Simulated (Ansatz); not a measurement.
## Zn5CdS6 (P3m1)

All numbers below come from DFT PBE, scalar-relativistic, plane waves, PAW (Ansatz).

Plane waves to 420 eV, a k mesh through Γ of 12×12×2 on the computed 12-atom cell and Gaussian smearing (0.02 eV); no spin polarisation.

The structure is relaxed at this level of theory with its symmetry kept, and needn't be the ground state of this composition.

```yaml
crystal:
  lattice:
    - [3.89365, 0.00000, 0.00000]
    - [-1.94682, 3.37200, 0.00000]
    - [0.00000, 0.00000, 19.27717]
  atoms:
    - { symbol: Zn, position: [0.33333, 0.66667, 0.99588] }
    - { symbol: Zn, position: [0.33333, 0.66667, 0.67100] }
    - { symbol: Zn, position: [0.66667, 0.33333, 0.15794] }
    - { symbol: Zn, position: [0.66667, 0.33333, 0.50861] }
    - { symbol: Zn, position: [0.66667, 0.33333, 0.83343] }
    - { symbol: Cd, position: [0.33333, 0.66667, 0.33621] }
    - { symbol: S, position: [0.33333, 0.66667, 0.11831] }
    - { symbol: S, position: [0.33333, 0.66667, 0.46847] }
    - { symbol: S, position: [0.33333, 0.66667, 0.79344] }
    - { symbol: S, position: [0.66667, 0.33333, 0.27982] }
    - { symbol: S, position: [0.66667, 0.33333, 0.63103] }
    - { symbol: S, position: [0.66667, 0.33333, 0.95586] }
```

Formation energy from the elements' standard states (uncorrected)?

-0.776 eV/atom.

Kohn–Sham band gap?

1.58 eV, direct at Γ.

Orbital (Löwdin) character of the top 1 eV of the valence band?

S 3p 89 %.

Orbital (Löwdin) character of the lowest 1 eV of the conduction band?

Zn 4s 38 %, S 3s 23 %, S 3p 18 %, Cd 5s 17 %, unprojected 4 %.

Electron masses at the edge by direction of the standard setting (m_e; one valley, along these axes only; no spin-orbit coupling)?

x: 0.17; y: 0.17; z: 0.15.

Hole masses at the edge by direction of the standard setting (m_e; one valley, along these axes only; no spin-orbit coupling)?

x: 0.22, 1.6; y: 0.22, 1.6; z: 13, 13.

The cell was found from a structure generator's guess, not taken from experiment. Kohn–Sham gaps at this level usually fall short of measured ones. Löwdin shares on free-atom orbitals overweight diffuse shells in the empty bands.
